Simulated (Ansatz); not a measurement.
Cu Kα1 powder pattern (kinematic, no thermal factors).
```csv
2θ (°),relative intensity
17.63,5
25.65,49
26.58,58
26.79,100
28.60,51
30.97,30
33.80,13
37.00,2
40.49,7
44.24,47
44.51,69
48.20,28
48.23,2
52.08,6
52.36,12
52.59,49
52.71,15
53.76,9
54.75,3
55.21,6
56.70,3
57.03,3
61.73,2
64.56,14
65.20,1
65.91,1
67.69,10
70.80,8
70.87,5
71.10,5
71.40,11
72.29,7
73.12,8
73.52,5
74.80,1
75.09,2
75.90,5
79.23,2
81.22,3
81.79,15
81.98,11
84.67,10
86.80,3
87.22,2
87.59,5
87.88,5
88.07,11
```

The pattern is computed from a structure relaxed with DFT PBE, scalar-relativistic, plane waves, PAW in Ansatz 0.2.0. No spin polarisation. Its elements are Cd, S, Zn.

Question: Give the structure.

Answer: ZnCd2S3.
Space group P6_3mc (No. 186). a = 4.068 Å, b = 4.068 Å, c = 20.103 Å, α = 90.00°, β = 90.00°, γ = 120.00°
| atom | site | symmetry | x | y | z |
| --- | --- | --- | --- | --- | --- |
| Zn | 2b | 3m. | 0.6667 | 0.3333 | 0.3332 |
| Cd | 2a | 3m. | 0.0000 | 0.0000 | 0.9971 |
| Cd | 2b | 3m. | 0.3333 | 0.6667 | 0.1716 |
| S | 2a | 3m. | 0.0000 | 0.0000 | 0.1240 |
| S | 2b | 3m. | 0.3333 | 0.6667 | 0.2990 |
| S | 2b | 3m. | 0.6667 | 0.3333 | 0.4501 |

A pattern alone doesn't exclude other cells with like lines; this is the one computed.

The cell was found from a structure generator's guess, not taken from experiment.
